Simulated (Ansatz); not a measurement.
Data:

InGaP₂:
```cif
data_GaInP2
_chemical_formula_sum 'In1 Ga1 P2'
_space_group_name_H-M_alt 'P 1'
_space_group_IT_number 1
_cell_length_a 6.98162
_cell_length_b 6.98162
_cell_length_c 6.98162
_cell_angle_alpha 33.448
_cell_angle_beta 33.448
_cell_angle_gamma 33.448
loop_
_space_group_symop_operation_xyz
  'x, y, z'
loop_
_atom_site_label
_atom_site_type_symbol
_atom_site_fract_x
_atom_site_fract_y
_atom_site_fract_z
_atom_site_occupancy
In1 In 0.49948 0.49948 0.49948 1
Ga1 Ga 0.99983 0.99983 0.99983 1
P1 P 0.88040 0.88040 0.88040 1
P2 P 0.37031 0.37031 0.37031 1
```

This is the HSE06-relaxed structure.

All from DFT-HSE06 in the program Ansatz with PAW potentials, unless another level is named. Predict the band gap.

1.48 eV (direct).

And the valence-band maximum?

at Γ.

Space group R3m. The workflow started from a Materials Project entry (that database holds measured and hypothetical structures alike); the Crystallography Open Database copy checked does not list it. With In and Ga taken as one species the cell has the higher symmetry F-43m, so it may be an ordered model of a mixed-site phase. Its standing as an ambient phase is unchecked. Symmetry was held in the HSE06 relaxation; its stability against distortions is not shown here. The hybrid was solved on a coarse mesh, the path and, where they were found, the r²SCAN edge points; its band edges are the extreme levels among these. Spin–orbit coupling is left out wherever it is not named.

Potentials: the later of the program's two PAW sets.
